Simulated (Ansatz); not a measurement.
Relaxed WC (WC type, space group P-6m2):

```
CELL_PARAMETERS angstrom
      5.82515     0.00000     0.00000
     -1.45629     2.52236     0.00000
      0.00000     0.00000     2.83670
ATOMIC_POSITIONS crystal
  W  0.00000 0.00000 0.00000
  W  0.50000 0.00000 0.00000
  C  0.33333 0.33333 0.50000
  C  0.83333 0.33333 0.50000
```

The numbers are results of r2SCAN (plane waves to 500 eV, PAW, scalar-relativistic; Ansatz, a first-principles code), not measurements. k mesh 15×15×13 (Γ-centred), Fermi-Dirac smearing 0.05 eV. With partly filled bands, energies and forces of such displacements shift with the k mesh and the smearing. Spin-orbit coupling is left out, though W is heavy. The PAW data are Ansatz's earlier set. WC is run without spin polarisation. WC was relaxed with its symmetry unable to fall.

One atom of the cell was then moved (with its periodic images), all else fixed, and the forces (eV/Å) came out as:

| atom | Fx | Fy | Fz |
|---|---|---|---|
| W1 | -6.381 | -3.684 | 3.635 |
| W2 | 2.919 | 1.685 | -0.888 |
| C3 | 2.331 | 1.346 | -1.728 |
| C4 | 1.131 | 0.653 | -1.020 |

Problem. Which atom was moved, and by which vector (Å)?

Solution. W1, by (0.17, 0.10, -0.17), 0.26 Å in all.

(A displaced cell: forces are minus the slopes of the energy, force constants its curvatures, and phonons follow from these.)
